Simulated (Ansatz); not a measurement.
Al3Pt2:
```
Al3Pt2
1.0
    4.21263     0.00000     0.00000
   -2.10631     3.64824     0.00000
    0.00000     0.00000     5.18638
Al Pt
3 2
Direct
  0.00000   0.00000   0.00000
  0.33333   0.66667   0.64718
  0.66667   0.33333   0.35282
  0.33333   0.66667   0.16610
  0.66667   0.33333   0.83390
```

Relaxed with r²SCAN. Special points in fractions of this cell's reciprocal vectors: Γ (0.000, 0.000, 0.000); M (0.500, 0.000, 0.000); K (0.333, 0.333, 0.000); A (0.000, 0.000, 0.500); L (0.500, 0.000, 0.500); H (0.333, 0.333, 0.500).

Problem. List the band energies nearest the Fermi level at these points for r²SCAN in the plane-wave PAW code Ansatz.

Solution. In eV from the Fermi level; about four levels below and three above (degenerate sets whole), none deeper than 8.9 eV; points with the same levels are listed once.

```tsv
k	below	above
Γ	-2.90 -2.90 -2.78 -2.12	1.58 1.58 3.69
M	-2.74 -2.32 -2.30 -1.88	1.80 2.72 3.58
K	-3.67 -3.67 -1.03 -1.03	1.39 2.67 2.67
A	-3.54 -3.54 -3.07 -3.07	2.68 2.68 2.77
L	-3.20 -3.14 -1.73 -0.38	2.28 2.95 4.07
H	-3.00 -3.00 -2.49 -2.49 -2.41	0.48 5.42 6.71 6.71
```

Space group P-3m1 (La2O3 or Ni2Al3 type). The first step of the workflow began from a Materials Project structure, measured or hypothetical; the Crystallography Open Database copy checked does not list it. Whether it is the stable phase at ambient conditions was not checked. Symmetry was held in the r²SCAN relaxation; its stability against distortions is not shown here. No spin polarisation was allowed. Spin–orbit coupling is left out wherever it is not named.

Potentials: the later of the program's two PAW sets.
